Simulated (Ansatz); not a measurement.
Si$_{5}$Te$_{8}$:
```xyz
13
Lattice="7.7922 0.0000 0.0000 -3.8961 6.7482 0.0000 0.0000 0.0000 6.7830" Properties=species:S:1:pos:R:3 pbc="T T T"
Si     0.0000     0.0000     0.0000
Te     0.0000     2.2358     5.1574
Te     1.9362     1.1179     1.6256
Si    -1.9480     3.3741     0.0000
Te    -1.9598     5.6303     5.1574
Te     0.0000     4.4988     1.5290
Si     3.8961     0.0000     0.0000
Te     3.8961     2.2494     5.2541
Te     5.8559     1.1179     1.6256
Si     1.9480     3.3741     0.0000
Te     1.9598     5.6303     5.1574
Te     3.8961     4.5124     1.6256
Si     0.0000     0.0000     3.3915
```

Relaxed with r²SCAN. Special points in fractions of this cell's reciprocal vectors: Γ (0.000, 0.000, 0.000); M (0.500, 0.000, 0.000); K (0.333, 0.333, 0.000); A (0.000, 0.000, 0.500); L (0.500, 0.000, 0.500); H (0.333, 0.333, 0.500).

Q: List the band energies nearest the Fermi level at these points for r²SCAN in the plane-wave PAW code Ansatz.

A: In eV from the Fermi level; about four levels below and three above (degenerate sets whole), none deeper than 8.9 eV; points with the same levels are listed once.

```
k                    below                above
-  -----------------------  -------------------
Γ  -0.52 -0.44 -0.44 -0.25       1.07 1.07 1.19
M  -0.91 -0.78 -0.58 -0.07       0.35 0.46 1.61
K  -1.41 -1.35 -1.14 -1.14       0.57 0.59 0.59
A  -0.89 -0.89 -0.65 -0.65       1.00 2.13 2.13
L  -1.08 -0.79 -0.37 -0.06       0.24 0.36 0.91
H  -1.69 -1.69 -1.46 -1.46  0.03 0.14 0.95 0.95
```

Space group P-3m1. The start of the workflow was typed in or built on a structure type; neither database checked (COD, Materials Project) lists it. Whether it is the stable phase at ambient conditions was not checked. Symmetry was held in the r²SCAN relaxation; its stability against distortions is not shown here. Spin–orbit coupling is left out wherever it is not named.

Potentials: the earlier of the program's two PAW sets.
